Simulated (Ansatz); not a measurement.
Sc$_{3}$SnB (anti-perovskite)

```xyz
5
Lattice="4.6022 0.0000 0.0000 0.0000 4.6022 0.0000 0.0000 0.0000 4.6022" Properties=species:S:1:pos:R:3 pbc="T T T"
Sc     2.3011     0.0000     2.3011
Sc     0.0000     2.3011     2.3011
Sc     2.3011     2.3011     0.0000
Sn     0.0000     0.0000     0.0000
B      2.3011     2.3011     2.3011
```

The slice is a {210} plane (indices of the conventional cell) through the point (0.000, 0.000, 0.000) (fractional), spanned by u = [100] and v = [021] in vectors of this cell: u (4.60 Å) and v (10.29 Å, at 90° to u). It covers one period; positions are fractions (u, v).

Calculation: PBEsol (plane waves to 420 eV, PAW, scalar-relativistic; Ansatz, a first-principles code). k mesh 10×10×10. These are valence fields of a PAW run, semicore shells included where kept as valence: close to a nucleus they are smooth pseudo fields. At this level the bands of Sc3SnB touch or barely overlap. Sc3SnB is run without spin polarisation. Sc3SnB was relaxed with its symmetry unable to fall.

Predict the map of the electron localisation function (ELF) on the slice.


```
|x1366446631|
|33474114743|
|56751001576|
|55420000245|
|00221111220|
|00144224410|
|10168888610|
|00179999710|
|00255445520|
|22201441022|
|43108xx8013|
|43009xx9003|
|43108xx8013|
|22201441022|
|00255445520|
|00179999710|
|10168888610|
|00144224410|
|00221111220|
|55420000245|
|56751001576|
|33474114743|
|x1366446631|
|xx35755753x|
```
Scale: ten equal steps from 0.05 (start of '0') to 0.76 (end of '9'), in the order '0123456789'. Values: electron localisation function (ELF). The map has 11 points along u (one character each, u = 0 at the left) and 24 along v (v = 0 in the bottom row). Points within 0.5 Å of a nucleus are blanked (x), as the pseudised field means little there.
